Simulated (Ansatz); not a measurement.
Data:

MgO:
```
CELL_PARAMETERS angstrom
      0.00000     2.12685     2.12685
      2.12685     0.00000     2.12685
      2.12685     2.12685     0.00000
ATOMIC_POSITIONS crystal
  O  0.00000 0.00000 0.00000
  Mg 0.50000 0.50000 0.50000
```

This is the PBE-relaxed structure.

All from DFT-PBE in the program Ansatz with PAW potentials, unless another level is named. Give the vibrational entropy at 300 K.

14.7 J/(K·mol of atoms).

Give the bulk modulus (Birch–Murnaghan fit).

149 GPa.

Space group Fm-3m (rock salt). Symmetry was held in the PBE relaxation; phonons on a q-mesh show no instability.

Potentials: the later of the program's two PAW sets.
